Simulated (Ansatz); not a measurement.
**Ansatz run, Ni3Pb2S2**

input.yaml (Ansatz 0.2.0)

```yaml
crystal:
  lattice:
    - [2.82785, -1.632657, -4.617855]
    - [0.0, 3.265325, -4.617855]
    - [2.82785, 1.632657, 4.617855]
  atoms:
    - { symbol: Pb, position: [0.0, 0.0, 0.0] }
    - { symbol: Pb, position: [0.5, 0.5, 0.5] }
    - { symbol: Ni, position: [0.5, 0.0, 0.5] }
    - { symbol: Ni, position: [0.0, 0.5, 0.5] }
    - { symbol: Ni, position: [0.0, 0.0, 0.5] }
    - { symbol: S, position: [0.285, 0.285, 0.855] }
    - { symbol: S, position: [0.715, 0.715, 0.145] }
  symmetry: { tolerance: 0.0003 }
kpoints:
  mp_grid: { grid: [7, 7, 7], shift: [0, 0, 0] }
  band_path:
    path:
      - [0.0, 0.0, 0.0]
      - [0.0, 0.0, -0.5]
      - [0.25000001, -0.25000001, -0.5]
      - [0.49999997, -0.25000001, -0.24999999]
      - [0.0, -0.5, 0.0]
      - [0.0, 0.0, 0.0]
      - [0.37499999, -0.37499999, 0.0]
      - [0.37499999, -0.25000001, -0.37499999]
      - [0.5, 0.0, -0.5]
      - [0.0, 0.0, 0.0]
    npoints: 6
magnetization:
  spin_polarized: false
scf:
  occupations: { method: fermi_dirac, width: 0.117 }
  lower_state_search: "off"
  max_iter: 200
hamiltonian:
  pseudopotentials: { kind: paw }
  xc: r2scan
basis:
  ecutwfc: 500
  fft_grid_basis: typed
output:
  forces: true
  stress: true
  eigenvalues: true
  bader: true
  populations: true
  elf: true
  write_potential: true
  volumetric_format: npy
  dos:
    e_range: [-12, 8]
    de: 0.05
    projected: { site_lists: { Ni: [Ni], Pb: [Pb], S: [S] } }
checkpoint:
  read: saved_state
```

The run starts from an earlier solution of this cell. 

Excerpt of what it printed:

```
SCF iter   1: F=-43191.3863 eV  Δρ=2.39e-3  dr2=2.28e-3  dr2_τ=6.95e-3
SCF iter   2: F=-43191.3878 eV  Δρ=1.39e-3  dr2=1.12e-3  dr2_τ=1.66e-4
SCF iter   3: F=-43191.3866 eV  Δρ=1.41e-3  dr2=2.07e-3  dr2_τ=2.18e-5
SCF iter   4: F=-43191.3883 eV  Δρ=3.52e-4  dr2=1.35e-4  dr2_τ=4.51e-6
SCF iter   5: F=-43191.3883 eV  Δρ=1.47e-4  dr2=2.04e-5  dr2_τ=1.69e-6
SCF iter   6: F=-43191.3884 eV  Δρ=7.13e-5  dr2=4.55e-6  dr2_τ=6.40e-8
SCF iter   7: F=-43191.3884 eV  Δρ=7.45e-6  dr2=6.76e-8  dr2_τ=1.53e-9
Free energy (F): -43191.3884 eV
Harris-Foulkes:  -43191.3884 eV  (|F-HF|=1.28e-8)
Internal energy: -43191.2302 eV  (E = F + TS)
E sigma→0 (E₀):  -43191.3093 eV
Entropy (-TS):   -0.1583 eV (-22.608 meV/atom)
Fermi energy:    11.8276 eV
--- Forces (eV/Å), atoms counted from 1 ---
  atom   1  Pb     0.0000     0.0000     0.0000
  atom   2  Pb     0.0000     0.0000     0.0000
  atom   3  Ni     0.0000     0.0000     0.0000
  atom   4  Ni     0.0000     0.0000     0.0000
  atom   5  Ni     0.0000     0.0000     0.0000
  atom   6  S     -1.8709    -1.0802    -0.7638
  atom   7  S      1.8709     1.0802     0.7638
--- Stress (GPa, compression-positive) ---
       -7.4624      -0.7809      -0.5522
       -0.7809      -6.5607      -0.3188
       -0.5522      -0.3188      -6.3353
  P = ⅓ Tr σ = -6.7861 GPa (-67.861 kbar)
--- Löwdin populations: 7 sites ---
  site symbol       q [e]
     0     Pb     13.9958
     1     Pb     14.0493
     2     Ni     17.5045
     3     Ni     17.5045
     4     Ni     17.5045
     5      S      6.4249
     6      S      6.4249
  spilling = 0.0063 (of n_electrons = 94.0000)
```

Origin: a database entry at a rescaled volume. Caveats: no spin polarisation, so a magnetic state may lie lower; forces this large suggest misplaced atoms in the database entry; atoms or cell far from equilibrium.
